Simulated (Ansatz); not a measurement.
# What internal relaxation does to the elastic constants of Hf3Si2

All numbers below come from Ansatz 0.2.0, DFT LDA, scalar-relativistic, plane waves, PAW. Cutoff 420 eV, 6×6×10 k-points (Γ-centred), Fermi-Dirac smearing of 0.15 eV. No spin polarisation.

Equilibrium structure at this level:
```
CELL_PARAMETERS angstrom
6.91888 0.00000 0.00000
0.00000 6.91888 0.00000
0.00000 0.00000 3.57856
ATOMIC_POSITIONS crystal
Hf 0.67398 0.82602 0.50000
Hf 0.82602 0.32602 0.50000
Hf 0.32602 0.17398 0.50000
Hf 0.17398 0.67398 0.50000
Hf 0.50000 0.50000 0.00000
Hf 0.00000 0.00000 0.00000
Si 0.62373 0.12373 0.00000
Si 0.87627 0.62373 0.00000
Si 0.12373 0.37627 0.00000
Si 0.37627 0.87627 0.00000
```

In a metal, frequencies and elastic constants depend on the k mesh and the smearing, soft modes and shear constants most. Spin–orbit coupling is left out, which can shift energies with elements as heavy as these.

Clamped-ion constants (GPa, Voigt order; atoms follow the strain homogeneously):
C11 = 328.9, C12 = 64.2, C13 = 108.4, C22 = 328.9, C23 = 108.4, C33 = 223.6, C44 = 130.2, C55 = 130.2, C66 = 99.2 GPa; the others vanish.

What are the constants once the atoms relax in each strained cell?

## Answers

C11 = 321.2, C12 = 70.8, C13 = 107.9, C22 = 321.2, C23 = 107.9, C33 = 222.4, C44 = 127.7, C55 = 127.7, C66 = 98.2 GPa; the others vanish.
The Voigt shear modulus goes from 111.9 to 109.3 GPa and the Voigt bulk modulus from 160.4 to 159.8 GPa. Relaxation subtracts ΛᵀK⁻¹Λ/V, with Λ the forces that a strain puts on the atoms and K the zone-centre force constants. At a stable cell this can only lower the diagonal constants, and it acts only for strains that share their symmetry with an optical mode; elsewhere, and where the coupling is weak, the constants hardly move.

Cost: 2 runs of about 74 core-minutes in all, on Intel Xeon Processor @ 2.70GHz, Oxide Virtual Turin-like Processor (Zen 5) (shared hosts).